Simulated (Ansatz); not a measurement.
Clean, relaxed (111) surface of Pt, space group Fm-3m (No. 225) (top face towards +c; atoms held fixed, by place in the list: 1, 2, 3, 4, 5, 6, 7, 8):

```
CELL_PARAMETERS angstrom
5.55573 0.00000 0.00000
-2.77787 4.81140 0.00000
0.00000 0.00000 23.80435
ATOMIC_POSITIONS crystal
Pt 0.33333 0.16667 0.35708
Pt 0.33333 0.66667 0.35708
Pt 0.83333 0.16667 0.35708
Pt 0.83333 0.66667 0.35708
Pt 0.66667 0.33333 0.45236
Pt 0.66667 0.83333 0.45236
Pt 0.16667 0.33333 0.45236
Pt 0.16667 0.83333 0.45236
Pt 0.00000 0.50000 0.54700
Pt 0.00000 0.00000 0.54700
Pt 0.50000 0.50000 0.54700
Pt 0.50000 0.00000 0.54700
Pt 0.33333 0.66667 0.64338
Pt 0.33333 0.16667 0.64338
Pt 0.83333 0.66667 0.64338
Pt 0.83333 0.16667 0.64338
```

Theory: DFT PBE+D3(BJ), scalar-relativistic, plane waves, PAW in Ansatz. Plane waves to 420 eV, a k mesh through Γ of 6×6×1 on the computed 16-atom cell and Gaussian smearing (0.10 eV); no spin polarisation. A dipole correction removes the field between periodic images along c.

E_ads counts from the clean slab and the free adsorbate (spin-polarised where it has unpaired electrons); negative means bound. With the adsorbate the cell is lengthened along c to keep the vacuum.

Problem. CH is put at the hollow (Pt-Pt-Pt) at (0.00, 0.00) site, one adsorbate per 26.7 Å². What structure does it relax to?

Solution. E_ads = -6.74 eV. Contacts: C–Pt 1.99 Å, C–Pt 1.99 Å, C–Pt 1.99 Å. Bonds within the adsorbate: C–H 1.10 Å.

```yaml
crystal:
  lattice:
    - [5.55573, 0.00000, 0.00000]
    - [-2.77787, 4.81140, 0.00000]
    - [0.00000, 0.00000, 26.90435]
  atoms:
    - { symbol: Pt, position: [0.33333, 0.16667, 0.31593] }
    - { symbol: Pt, position: [0.33333, 0.66667, 0.31593] }
    - { symbol: Pt, position: [0.83333, 0.16667, 0.31593] }
    - { symbol: Pt, position: [0.83333, 0.66667, 0.31593] }
    - { symbol: Pt, position: [0.66667, 0.33333, 0.40024] }
    - { symbol: Pt, position: [0.66667, 0.83333, 0.40024] }
    - { symbol: Pt, position: [0.16667, 0.33333, 0.40024] }
    - { symbol: Pt, position: [0.16667, 0.83333, 0.40024] }
    - { symbol: Pt, position: [0.99679, 0.49840, 0.48503] }
    - { symbol: Pt, position: [0.00000, 0.00000, 0.48440] }
    - { symbol: Pt, position: [0.50160, 0.49840, 0.48503] }
    - { symbol: Pt, position: [0.50160, 0.00321, 0.48503] }
    - { symbol: Pt, position: [0.33333, 0.66667, 0.56758] }
    - { symbol: Pt, position: [0.33808, 0.16904, 0.57382] }
    - { symbol: Pt, position: [0.83096, 0.66192, 0.57382] }
    - { symbol: Pt, position: [0.83096, 0.16904, 0.57382] }
    - { symbol: C, position: [0.00000, 0.00000, 0.61643] }
    - { symbol: H, position: [0.00000, 0.00000, 0.65716] }
```

Each end is the local minimum or symmetric point that its start leads to. The slab is only 6.8 Å thick, so the energies aren't converged with thickness.

The adsorbed runs have no spin polarisation, so weakly bound open-shell ends lie too high.